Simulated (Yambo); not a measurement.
G0W0@PBEsol for SnS₂ (space group P6_3mc, No. 186) in Yambo (3×3×1 mesh, 7 Ry block, plasmon pole, screening fixed), without a terminator:

```csv
bands N in G,"gap Γ → (0, 0.333, 0) (eV)",shift of the valence edge (eV)
160,2.276,-0.024
270,2.244,-0.315
418,2.241,-0.459
```

Question: Extrapolate both columns to infinite N with E(N) = E∞ + A/N, test the form, and compare with the terminator.

Answer: From two points, E∞ = (N2 E2 − N1 E1)/(N2 − N1). The two largest N give 2.24 eV for the gap and -0.72 eV for the shift; the two smallest give 2.20 eV and -0.74 eV. For the gap the slopes A are 13 and 2.3 eV: the form isn't reached, and its limit is uncertain. For the shift the slopes A are 110 and 110 eV: the 1/N form holds. With the Bruneval-Gonze terminator and 418 bands the run gives 2.24 eV and -0.57 eV, 0.00 eV and 0.15 eV from the extrapolated values: the terminator too is an estimate of the remainder. Block, mesh and the bands in W are held fixed.

The standard potential for Sn keeps a d shell in the valence without the s and p states of that shell. In tests on such compounds this moved G0W0 gaps by up to about 0.9 eV, so absolute quasiparticle energies here are unreliable; differences between settings are what counts.

Spin-orbit coupling is included.

Geometry relaxed with PBE+D3(BJ); primitive cell a = 3.670 Å, b = 3.670 Å, c = 11.644 Å, α = 90.00°, β = 90.00°, γ = 120.00°.

This is not the ordinary phase of the substance; no match was found in the copy of COD used, and its stability was not checked.

A shift is the quasiparticle energy of the state minus its PBEsol energy.
